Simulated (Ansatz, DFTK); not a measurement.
This is a calculation of TaTe for Ansatz 0.2.0. The cell comes from a database or a generator and needn't be the stable form of this composition.

The input input.yaml:

```yaml
crystal:
  lattice:
    - [3.42009, 0.0, 0.0]
    - [0.0, 3.42009, 0.0]
    - [0.0, 0.0, 3.42009]
  atoms:
    - { symbol: Ta, position: [0.5, 0.5, 0.5] }
    - { symbol: Te, position: [0.0, 0.0, 0.0] }
hamiltonian:
  xc: pbe
  pseudopotentials: { kind: paw, azcp: { folder: soft_1 } }
kpoints:
  mp_grid: { grid: [8, 8, 8] }
scf:
  occupations: { method: fermi_dirac, width: 0.05 }
output:
  forces: true
  stress: true
  eigenvalues: true
  write_density: true
  write_potential: true
  elf: true
  volumetric_format: npy
```

Potentials or basis: Ansatz PAW soft_1.

Command:

```bash
$ ansatz run input.yaml --threads 1 --pin off --max-ram 3584MiB --backend cpu --events-out ev --progress --plain --runs-dir out
```

What does the same run look like in DFTK 0.8.2? Potentials or basis there: PseudoDojo SR PBE 0.4.1 standard (PBE), cutoff 1088 eV.

As run (cutoffs and basis follow the program's own potentials, and thresholds, step limits or extra output files can differ):

The input run.jl:

```julia
using DFTK
using PseudoPotentialData
using Unitful, UnitfulAtomic
using LinearAlgebra, Printf
include("save.jl")
disable_threading()

# lattice vectors are the columns
lattice = austrip(1u"Å") * [       3.42009            0.0            0.0;
                      0.0        3.42009            0.0;
                      0.0            0.0        3.42009]
symbols   = [:Ta, :Te]
positions = [[0.5, 0.5, 0.5],
             [0.0, 0.0, 0.0]]
pseudopotentials = PseudoFamily("dojo.nc.sr.pbe.v0_4_1.standard.upf")
elements = Dict(s => ElementPsp(s, pseudopotentials) for s in unique(symbols))
atoms    = [elements[s] for s in symbols]

build_model(lattice, positions; symmetries=true) =
    model_DFT(lattice, atoms, positions;
              functionals=PBE(),
              temperature=austrip(0.05u"eV"),
              smearing=Smearing.FermiDirac(),
              symmetries)
Ecut  = 40.0  # hartree
kgrid = [8, 8, 8]
tol   = 1e-6
to_GPa = ustrip(uconvert(u"GPa", 1u"hartree/bohr^3"))

model = build_model(lattice, positions)
basis = PlaneWaveBasis(model; Ecut, kgrid)
display(basis)
scfres = self_consistent_field(basis;
                               tol,
                               nbandsalg=AdaptiveBands(model; n_bands_converge=19))
display(scfres.energies)
@printf "Fermi level: %.6f eV\n" ustrip(auconvert(u"eV", something(scfres.εF, NaN)))
forces = compute_forces_cart(scfres)
println("Forces (eV/Å)")
for (s, f) in zip(symbols, forces)
    @printf "%-3s %12.6f %12.6f %12.6f\n" s ustrip.(auconvert.(u"eV/Å", f))...
end
stress = compute_stresses_cart(scfres)
println("Stress (GPa)")
display(round.(stress * to_GPa; digits=4))
println("Levels at the first k-point (eV): ", round.(ustrip.(auconvert.(u"eV", scfres.eigenvalues[1][1:scfres.n_bands_converge])); digits=4))
save_scf!(scfres; forces, stress)
```

Potentials or basis: dojo.nc.sr.pbe.v0_4_1.standard.upf (PBE).

The run is started by

```console
$ julia --threads=1 run.jl  # save.jl only writes the numbers to a file and isn't shown; printed stress counts tension as positive; times include loading and compiling
```

Both were run:

|  | Ansatz | DFTK |
| --- | --- | --- |
| Pressure | 0.1 GPa | 0.7 GPa |

Ansatz's pressure holds a Pulay term of +0.04 GPa for its cutoff of 420 eV, which the other run lacks.

Where Ansatz's input types no cutoff or centring, it takes its own default and a Γ-centred mesh.

Pressure is positive in compression.
